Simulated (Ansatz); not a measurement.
Is this TiW2 structure a true minimum?

It was reached by relaxing an invented guess, and it needn't be the stable form of this composition.

These are results of Ansatz 0.2.0, DFT PBE, scalar-relativistic, plane waves, PAW, not measurements. Cutoff 420 eV; k points 20×20×20 on the computed 3-atom cell (Γ-centred); Gaussian smearing, width 0.10 eV; no spin polarisation.

The cell below (3 atoms, space group I4/mmm (No. 139)) is relaxed within its symmetry.

```yaml
crystal:
  lattice:
    - [-1.58720, 1.58720, 4.79939]
    - [1.58720, -1.58720, 4.79939]
    - [1.58720, 1.58720, -4.79939]
  atoms:
    - { symbol: Ti, position: [0.50000, 0.50000, 0.00000] }
    - { symbol: W, position: [0.82758, 0.82758, 0.00000] }
    - { symbol: W, position: [0.17242, 0.17242, 0.00000] }
```

For the test a repeat of it with 6 atoms (edges 3.17, 5.30, 6.35 Å) was strained at random (σ = 1.5 % a component), the atoms were moved at random (σ = 0.15 Å), and all was relaxed again on a coarse 8×8×4 mesh (in the run’s order of axes) with 0.20 eV smearing, with no symmetry imposed.

Spin–orbit coupling, which can matter for W, is left out.

Question: Does it come back?

Answer: It returns, within 1 meV/atom of the unmoved cell on that mesh and with the same symmetry when read at 0.1 Å. No instability shows in this cell; modes of other wave vectors, which need another repeat, aren't tested.
